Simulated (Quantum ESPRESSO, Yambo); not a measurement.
KPF6 (space group R-3, No. 148). The geometry is that of Materials Project entry mp-4608, symmetrised and not relaxed again. Chain: PBEsol (Quantum ESPRESSO, PseudoDojo norm-conserving, 84 Ry, no spin-orbit coupling); G0W0 in Yambo (2×2×2 Γ-centred k mesh, 157 bands and a 7 Ry block in the screening, 157 bands in G with the Bruneval-Gonze terminator, plasmon pole fitted at 27.2 eV); BSE (4×4×4 mesh, 17 valence and 7 conduction bands, static screening with 65 bands and a 3 Ry block, scissor 4.76 eV, Tamm-Dancoff).

| Quantity | Value |
|---|---|
| PBEsol gap (dense path) | 7.50 eV |
| PBEsol gap Γ → Γ on the GW mesh | 7.50 eV |
| PBEsol smallest direct gap on the GW mesh, at Γ | 7.50 eV |
| G0W0 direct gap at that point | 12.27 eV |
| G0W0 correction to the gap Γ → Γ | 4.76 eV |
| direct gap on the BSE mesh, with the scissor | 12.27 eV |
| first BSE state allowed for light along x | 10.67 eV |
| lowest BSE state | 9.56 eV |
| binding of the lowest exciton | 2.71 eV |
| RPA electronic dielectric constant along x | 1.86 (4×4×4 mesh, PBEsol bands) |

Rough cost of the Yambo steps against G0W0 for 8 states: BSE about 5×, one RPA spectrum about 1/3.

Nearest settings tried, and what they do to the gap: 105 bands in W, 105 bands in G: +112 meV; 6 Ry block (195 vectors against 225): +26 meV. Not varied: mesh. So the settings aren't converged at that level. The k mesh is coarse. The BSE states are vertical excitations (zero momentum). Convergence of the RPA response with its 4×4×4 mesh was not tested. On a 2×2×2 mesh the exciton binding is 2.89 eV. Axes are Cartesian, with cell vectors (Å) (3.56, 2.05, 2.33), (-3.56, 2.05, 2.33), (0.00, -4.11, 2.33).

The structure is a Materials Project entry; no match was found in the copy of COD used, and its stability was not checked.
